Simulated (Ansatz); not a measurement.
Si: zone-centre modes

Theory: DFT r2SCAN, scalar-relativistic, plane waves, PAW (Ansatz). Settings: plane waves to 500 eV, k-mesh 24×24×14 (Γ-centred), Gaussian smearing 0.15 eV. No spin polarisation.

The undisturbed cell (relaxed at this level; this form isn't the usual structure):

```
Si
1.0
     2.63919    0.00000    0.00000
    -1.31960    2.28561    0.00000
     0.00000    0.00000    4.55316
Si
2
Direct
  0.33333 0.66667 0.25000
  0.66667 0.33333 0.75000
```

Harmonic modes by finite displacements of 0.02 Å, without the LO–TO term.

(1) At this geometry, is the structure stable against these modes?

(2) List the wavenumbers in cm⁻¹.

Answers

(1) No: 2 modes are unstable, the strongest at 104i cm⁻¹.

(2) 104i, 104i, 0, 0, 0, 262.

Cost: 1 run of about 0.75 core-minutes, on AMD EPYC 9R45 (Zen 5) (shared hosts).